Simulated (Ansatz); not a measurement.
Input deck for Ansatz 0.2.0, then the block of the output on the nuclei.

The cell is an entry of the Crystallography Open Database (COD), relaxed with PBE at fixed cell and then changed (volume scaled by 0.98, ions relaxed).

```yaml
crystal:
  lattice:
    - [4.1387347279, 0.0, 0.0]
    - [0.0, 4.1387347279, 0.0]
    - [0.0, 0.0, 2.6466169108]
  atoms:
    - { symbol: Si, position: [0.0, 0.0, 0.0] }
    - { symbol: Si, position: [0.5, 0.5, 0.5] }
    - { symbol: O, position: [0.3052551835, 0.3052551835, 0.0] }
    - { symbol: O, position: [0.1947448165, 0.8052551835, 0.5] }
    - { symbol: O, position: [0.6947448165, 0.6947448165, 0.0] }
    - { symbol: O, position: [0.8052551835, 0.1947448165, 0.5] }
kpoints:
  mp_grid: { grid: [7, 7, 11] }
scf:
  occupations: { method: fermi_dirac, width: 0.02 }
hamiltonian:
  xc: pbe
  pseudopotentials: { kind: paw }
output:
  forces: true
  stress: true
  populations: true
  efg: { quadrupole_moments_barn: { O: -0.02558 }, contact_densities: true }
relax:
  f_tol: 0.02
  max_steps: 60
```

```sh
ansatz run input.yaml --threads 1 --pin off --max-ram 3072MiB --backend cpu --events-out ev --progress --plain --runs-dir out
```

The run relaxes the ions first, and the block belongs to the relaxed positions.

Of the output, the block on the nuclei alone is shown; the set-up, the SCF iterations, energies, forces and stress are cut. One atom of each set with nearly equal values is shown.

```
--- PAW observables at the nuclei: V_zz in 10²¹ V/m², potentials from the cell's mean, atoms counted from 1 ---
  atom   1  Si V_zz =    +1.387829   η = 0.6543   by run symmetry: allowed
            electrostatic potential = -1361.601866 V   contact ρ = 12799.489014 e/Å³
  atom   3  O  V_zz =   -10.937331   η = 0.1844   by run symmetry: allowed   C_q = +6.7650 MHz
            electrostatic potential = -626.852330 V   contact ρ = 2153.795814 e/Å³
```

The relaxation (3 steps) took 5.4 s of wall time (5.2 s of CPU time) and 0.42 GiB at its peak, on 1 thread of Intel Xeon 6975P-C (Granite Rapids) (x86_64; 16 cores open to the job, memory cap 3.0 GiB, no GPU), a shared host with a load of 0.4 a core.

At this changed cell the PBE pressure is 20 GPa.
